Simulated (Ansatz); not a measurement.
Property card for Ta3SnO4

All numbers below come from DFT PBE, scalar-relativistic, plane waves, PAW in Ansatz.

Plane waves to 420 eV, a k mesh through Γ of 8×8×8 on the computed 8-atom cell and Gaussian smearing (0.10 eV); no spin polarisation.

The structure is relaxed at this level of theory with its symmetry kept, and needn't be the ground state of this composition.

```
Ta Sn O
1.0
     4.63613    0.00000    0.00000
     0.00000    4.63613    0.00000
     0.00000    0.00000    4.63613
Ta Sn O
3 1 4
Cartesian
  0.0000 2.3181 2.3181
  2.3181 0.0000 2.3181
  2.3181 2.3181 0.0000
  0.0000 0.0000 0.0000
  2.3181 0.0000 0.0000
  2.3181 2.3181 2.3181
  0.0000 0.0000 2.3181
  0.0000 2.3181 0.0000
```

- Space group: Pm-3m (No. 221)
- Volume per atom: 84.1 bohr³
- Formation energy from the elements' standard states (uncorrected): -0.560 eV/atom
- Kohn–Sham band gap: none (metal)
- Density of states at the Fermi level: 7.7 states/eV per cell
- Orbital (Löwdin) character within 0.5 eV of the Fermi level: Ta 5d 67 %, O 2p 16 %
- Bader charge by site (e): Ta (3 in the cell) 1.51, Sn (1 in the cell) 1.26, O (3 in the cell) -1.42, O (1 in the cell) -1.50

Spin-orbit coupling is left out, which matters for the bands of heavy elements. Spin polarisation was left out, and a magnetic state may lie lower.

The cell was found from a structure generator's guess, not taken from experiment. Löwdin shares on free-atom orbitals overweight diffuse shells.
